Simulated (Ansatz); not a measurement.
**What DFT gives for Sr₂YReO₆**

```xyz
10
Lattice="0.0000 4.1171 4.1171 4.1171 0.0000 4.1171 4.1171 4.1171 0.0000" Properties=species:S:1:pos:R:3 pbc="T T T"
Re    0.0000    0.0000    0.0000
O     2.0586    4.1171    4.1171
O     4.1171    2.0586    4.1171
O     6.1757    4.1171    4.1171
O     4.1171    6.1757    4.1171
O     4.1171    4.1171    2.0586
O     4.1171    4.1171    6.1757
Y     4.1171    4.1171    4.1171
Sr    2.0586    2.0586    2.0586
Sr    6.1757    6.1757    6.1757
```

Level: r2SCAN, no spin polarisation; 500 eV; 7×7×7 Γ-centred mesh; fermi-dirac occupations (width 0.1 eV); Ansatz 0.2.0, fixed geometry.

(1) Which atom feels the largest force, and which way?

(2) What does the stress say?

(3) Give the Bader charges.

(4) Metal or insulator?

Origin: a database entry at a rescaled volume. Caveats: many states at the Fermi level without spin polarisation, so a magnetic state may lie lower; the Fermi level lies in a narrow band between gaps, which spin or distortion may split; correlation that this level lacks may open a gap in such a compound; forces this large suggest misplaced atoms in the database entry; atoms or cell far from equilibrium.

Answers

(1) The largest is on O6 (and as large on other atoms): 4.96 eV/Å, components (0.00, 0.00, -4.96). It makes 0° with the line to a nearest neighbour, Re1 at 2.06 Å, pointing towards it.

(2) The pressure is -0.1 GPa (compression positive), so with the atoms held at these fractions the cell is close to zero pressure; the forces are large, so a full relaxation may end otherwise.

(3) Bader charges in e: Sr +1.65, Y +2.15, Re +2.35, O -1.30. In the mean Re gives up most and O takes most.

(4) It is a metal, with about 5.7 states/eV a cell as the mean within 0.25 eV of the Fermi level, mostly Re d (66 %) and O p (26 %).
